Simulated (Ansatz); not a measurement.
Os (hcp type), DFT, PBEsol, PAW with Ansatz's default frozen-core files, scalar-relativistic (Ansatz 0.2.0), on 1 thread of Arm Neoverse V2 (shared host).

Command: `ansatz run input.yaml --threads 1 --pin off --max-ram 2560MiB --backend cpu --events-out ev --progress --plain --runs-dir out`

```yaml
crystal:
  lattice:
    - [2.7305981567, 0.0, 0.0]
    - [-1.3652990784, 2.3647673712, 0.0]
    - [0.0, 0.0, 4.4235690139]
  atoms:
    - { symbol: Os, position: [0.333333333, 0.666666667, 0.25] }
    - { symbol: Os, position: [0.666666667, 0.333333333, 0.75] }
kpoints:
  mp_grid: { grid: [11, 11, 6] }
scf:
  occupations: { method: fermi_dirac, width: 0.0816 }
hamiltonian:
  xc: pbesol
  pseudopotentials: { kind: paw }
output:
  forces: true
  stress: true
  eigenvalues: true
  core_levels:
    shells: { Os: ["4d"] }
    counted_from: fermi_level
    add_spin: false
```

Task: How large is the problem that the program sets up?

Result: 64 irreducible k-points, 573 plane waves at Γ, 20 bands.

Task: About how long does it take?

Result: 5 s of wall time for 6 SCF iterations. Times on shared machines scatter by tens of per cent.
